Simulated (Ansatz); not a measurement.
Ca$_{2}$Ga$_{7}$Ag in space group P-4m2 (No. 115; Pearson symbol tP10), plane-wave PAW r²SCAN (Ansatz code), all energies at zero smearing, with the estimated change up to a 700 eV cutoff added, with one set of potentials and settings (totals compare only within such a set). Cell of 10 atoms (2 Ca, 7 Ga, 1 Ag): -37783.348 eV.

| element | reference phase | E (eV/atom) |
|---|---|---|
| Ca | Fm-3m, 1 atoms in the cell | -1821.6752 |
| Ga | Cmce, 4 atoms in the cell | -3790.2689 |
| Ag | R-3m, 3 atoms in the cell | -7603.9440 |

Formation energy per atom, worked out: (-37783.348 − 2×(-1821.6752) − 7×(-3790.2689) − 1×(-7603.9440))/10 = -0.417 eV/atom (-40 kJ per mol of atoms), at 0 K, without zero-point energy or fitted corrections.

The workflow started from a Materials Project entry (that database holds measured and hypothetical structures alike); the Crystallography Open Database copy checked does not list it. With Ga and Ag taken as one species the cell has the higher symmetry I4/mmm, so it may be an ordered model of a mixed-site phase. Whether it is the stable phase at ambient conditions was not checked. The r²SCAN relaxation kept the symmetry of its start; its stability against distortions is not shown here. No spin polarisation was allowed. The references are the lowest solids computed at this level, not always the standard phases.

Potentials: the later of the program's two PAW sets.
